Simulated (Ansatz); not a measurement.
A relaxation computed with Ansatz, from input to last step.

```yaml
crystal:
  lattice:
    - [4.3756891128, 0.0, 0.0]
    - [-2.1878445564, 3.7894579307, 0.0]
    - [0.0, 0.0, 10.609975038]
  atoms:
    - { symbol: In, position: [0.0, 0.0, 0.5] }
    - { symbol: In, position: [0.3333333333, 0.6666666667, 0.1550972649] }
    - { symbol: In, position: [0.6666666667, 0.3333333333, 0.8449027351] }
    - { symbol: Sb, position: [0.0, 0.0, 0.0] }
    - { symbol: Te, position: [0.3333333333, 0.6666666667, 0.6704695019] }
    - { symbol: Te, position: [0.6666666667, 0.3333333333, 0.3295304981] }
basis:
  ecutwfc: 420
kpoints:
  mp_grid: { grid: [9, 9, 4] }
hamiltonian:
  xc: pbe
scf:
  occupations: { method: gaussian, width: 0.1 }
output:
  forces: true
  stress: true
  eigenvalues: true
relax:
  adjacent_minimum: "off"
  f_tol: 0.01
  max_steps: 30
  cell: { stress_tol: 0.1, fix: [volume] }
```

```bash
ansatz run input.yaml --threads 1 --pin off --max-ram 2560MiB --backend cpu --events-out ev --progress --plain --runs-dir out
```

All numbers below come from Ansatz 0.2.0, DFT PBE, scalar-relativistic, plane waves, PAW.

The volume is held at 0.97 times that of the relaxed cell.

Of 4 frames 3 are shown, positions in Å and forces in eV/Å; the SCF threshold varies from step to step. Steps run on the plane waves of an earlier cell, with a Pulay correction in the pressure. The basis is chosen afresh for the last frame, the zero of the energies, and at times for earlier ones too; energy and pressure step there, also at an unchanged geometry. The mark taken_back stands on steps that the optimiser undid.

```xyz
6
Lattice="4.3757 0.0000 0.0000 -2.1878 3.7895 0.0000 0.0000 0.0000 10.6100" Properties=species:S:1:pos:R:3:forces:R:3 pbc="T T T" step=1 free_energy_over_end_meV_per_atom=0.02 pressure_GPa=1.38
In    0.0000    0.0000    5.3050    0.0000    0.0000    0.0000
In    0.0000    2.5263    1.6456    0.0000    0.0000    0.0146
In    2.1878    1.2632    8.9644    0.0000    0.0000   -0.0146
Sb    0.0000    0.0000    0.0000    0.0000    0.0000    0.0000
Te    0.0000    2.5263    7.1137    0.0000    0.0000   -0.0147
Te    2.1878    1.2632    3.4963    0.0000    0.0000    0.0147
6
Lattice="4.3761 0.0000 0.0000 -2.1880 3.7898 0.0000 0.0000 0.0000 10.6081" Properties=species:S:1:pos:R:3:forces:R:3 pbc="T T T" step=2 free_energy_over_end_meV_per_atom=0.03 pressure_GPa=1.37 taken_back
In    0.0000    0.0000    5.3040    0.0000    0.0000    0.0000
In    0.0000    2.5265    1.6542    0.0000    0.0000   -0.0260
In    2.1880    1.2633    8.9539    0.0000    0.0000    0.0260
Sb    0.0000    0.0000    0.0000    0.0000    0.0000    0.0000
Te    0.0000    2.5265    7.1034    0.0000    0.0000    0.0087
Te    2.1880    1.2633    3.5047    0.0000    0.0000   -0.0087
6
Lattice="4.3760 0.0000 0.0000 -2.1880 3.7898 0.0000 0.0000 0.0000 10.6082" Properties=species:S:1:pos:R:3:forces:R:3 pbc="T T T" step=4 free_energy_over_end_meV_per_atom=0.00 pressure_GPa=1.38
In    0.0000    0.0000    5.3041    0.0000    0.0000    0.0000
In    0.0000    2.5265    1.6488    0.0000    0.0000   -0.0011
In    2.1880    1.2633    8.9594    0.0000    0.0000    0.0011
Sb    0.0000    0.0000    0.0000    0.0000    0.0000    0.0000
Te    0.0000    2.5265    7.1081    0.0000    0.0000   -0.0029
Te    2.1880    1.2633    3.5001    0.0000    0.0000    0.0029
```

It took 83 s on 1 thread of Arm Neoverse V2, with other jobs on the host, peak memory 0.62 GiB.